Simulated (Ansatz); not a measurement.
Given:

Cu3Au:
Space group C2/m (No. 12); a = 7.585 Å, b = 10.717 Å, c = 6.562 Å, α = 90.00°, β = 125.12°, γ = 90.00°

| atom | site | symmetry | x | y | z |
|---|---|---|---|---|---|
| Cu | 8j | 1 | 0.3823 | 0.2459 | 0.2625 |
| Cu | 8j | 1 | 0.2609 | 0.1287 | 0.5050 |
| Cu | 4i | m | 0.3875 | 0.0000 | 0.2643 |
| Au | 4g | 2 | 0.0000 | 0.1357 | 0.0000 |
| Cu | 4g | 2 | 0.0000 | 0.3758 | 0.0000 |
| Au | 4i | m | 0.1405 | 0.0000 | 0.7537 |
(The calculation used a cell of 16 atoms; values per cell refer to that cell.)

This is the PBE-relaxed structure.

Question: All from the program Ansatz at the PBE level (PAW), unless another level is named. Predict the formation energy from the elements (no fitted shifts).

Answer: -0.006 eV/atom.

Question: Give the density of states at the Fermi level.

Answer: 0.31 states/eV per atom (mean over ±0.08 eV).

The start of the workflow was typed in or built on a structure type; neither database checked (COD, Materials Project) lists it. It is not the phase usual at ambient conditions (space group No. 221). The cell was relaxed with PBE under the symmetry of its start; whether a distortion lowers the energy is not shown. No spin polarisation was allowed. Axis ratios of metals converge slowly with the k-mesh, so a and c are less sure than the volume. The references are the lowest solids computed at this level, not always the standard phases. Scalar-relativistic: spin–orbit coupling is off unless named, which matters more the heavier the elements.

Potentials: the earlier of the program's two PAW sets.
